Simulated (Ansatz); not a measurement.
VCu₃S₄:
```
VCu3S4
1.0
    5.45815     0.00000     0.00000
    0.00000     5.45815     0.00000
    0.00000     0.00000     5.45815
V Cu S
1 3 4
Direct
  0.00000   0.00000   0.00000
  0.50000   0.00000   0.00000
  0.00000   0.00000   0.50000
  0.00000   0.50000   0.00000
  0.23073   0.23073   0.23073
  0.23073   0.76927   0.76927
  0.76927   0.23073   0.76927
  0.76927   0.76927   0.23073
```

Relaxed with HSE06. Special points in fractions of this cell's reciprocal vectors: Γ (0.000, 0.000, 0.000); X (0.000, 0.500, 0.000); M (0.500, 0.500, 0.000); R (0.500, 0.500, 0.500).

**Question.** List the band energies nearest the valence-band maximum at these points for plane-wave PAW HSE06 (Ansatz code).

**Answer.** In eV from the valence-band maximum; about four levels below and three above (degenerate sets whole), none deeper than 8.9 eV; points with the same levels are listed once.

| k | below | above |
|---|---|---|
| Γ | -1.55 -0.97 -0.97 -0.97 | 2.15 2.15 2.78 2.78 2.78 |
| X | -1.72 -1.49 -0.71 -0.71 | 2.05 2.33 2.51 |
| M | -1.87 -1.04 -1.04 -0.14 | 2.28 2.36 2.64 |
| R | -2.21 -2.21 0.00 0.00 0.00 | 2.62 2.62 3.09 3.09 3.09 |

Space group P-43m. A made-up cell: these elements were put on the sites of a structure type; the Crystallography Open Database files this formula in space group No. 215, but the cells were not matched. Whether it is the stable phase at ambient conditions was not checked. The cell was relaxed with HSE06 under the symmetry of its start; whether a distortion lowers the energy is not shown. The workflow began spin-polarised and lost its moments. The hybrid was solved on a coarse mesh, the path and, where they were found, the r²SCAN edge points; its band edges are the extreme levels among these.

Potentials: the later of the program's two PAW sets.
